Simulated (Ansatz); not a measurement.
Input:

Be₃N₂:
```
CELL_PARAMETERS angstrom
      1.40483     0.81108     4.79956
     -1.40483     0.81108     4.79956
      0.00000    -1.62215     4.79956
ATOMIC_POSITIONS crystal
  Be 0.14154 0.14154 0.14154
  Be 0.68219 0.68219 0.68219
  Be 0.91111 0.91111 0.91111
  N  0.79577 0.79577 0.79577
  N  0.29129 0.29129 0.29129
```

This is the LDA-relaxed structure. Cartesian axes are those of the cell as given.

**Question.** All from DFT-LDA in the program Ansatz with PAW potentials, unless another level is named. Estimate the band gap.

**Answer.** 2.74 eV (indirect).

**Question.** Give the hole effective mass, band 2 of 2 at the edge.

**Answer.** 0.33 along x, 2.2 along z (mₑ).

**Question.** Give the electron effective mass.

**Answer.** 0.23, 0.35, 0.59 mₑ (principal values).

**Question.** And the valence-band maximum?

**Answer.** at Γ.

**Question.** Give the conduction-band minimum.

**Answer.** at F (3 equivalent valleys).

Space group R3m. The first step of the workflow began from a Materials Project structure, measured or hypothetical; the Crystallography Open Database copy checked does not list it. COD files the formula under space group No. 206. Its standing as an ambient phase is unchecked. The LDA relaxation kept the symmetry of its start; its stability against distortions is not shown here.

Potentials: the later of the program's two PAW sets.
